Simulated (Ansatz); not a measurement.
Data sheet: FeGe2 (DFT)

FeGe2:
```xyz
3
Lattice="-1.6467 1.6467 4.0635 1.6467 -1.6467 4.0635 1.6467 1.6467 -4.0635" Properties=species:S:1:pos:R:3 pbc="T T T"
Fe     0.0000     0.0000     0.0000
Ge     0.0000     0.0000     2.7694
Ge     0.0000     0.0000     5.3576
```
The run is spin-polarised; directions of the spins, atom by atom: ↑ 0 0.

Space group I4/mmm (No. 139), MoSi2 or CaC2 type; conventional cell a = 3.2934 Å, b = 3.2934 Å, c = 8.1269 Å, α = 90.00°, β = 90.00°, γ = 90.00°.

Method: the program Ansatz at the PBE level (PAW). The cell and atoms are relaxed at this level. Other levels are named where they apply.

Cell and energy:

| Item | Value |
|---|---|
| Volume per atom | 14.69 Å³ |
| Density | 7.58 g/cm³ |
| Formation energy from the elements (no fitted shifts) | 0.15 eV/atom |

Electronic structure:

| Quantity | Result |
|---|---|
| Electronic character | metallic (no gap) |
| Density of states at the Fermi level | 0.35 states/eV per atom (mean over ±0.08 eV) |

Magnetism:

| Property | Result |
|---|---|
| Magnetic order | ferromagnetic |
| Net moment | 0.64 μB per atom |

Mechanics:

| Quantity | Result |
|---|---|
| Bulk modulus (Birch–Murnaghan fit) | 105 GPa |
| Pressure derivative B′ | 4.3 |

The cell is a constructed one: a structure type filled with these elements; neither database checked (COD, Materials Project) lists it. Its standing as an ambient phase is unchecked. The cell was relaxed with PBE under the symmetry of its start; its stability against distortions is not shown here. Magnetic state: ferromagnetic, chosen from 4 collinear starts compared on coarse meshes (ties went to the first, and starts can fall back to one state), not a proven ground state. The references are the lowest solids computed at this level, not always the standard phases. Spin–orbit coupling is left out wherever it is not named.

Potentials: the later of the program's two PAW sets.
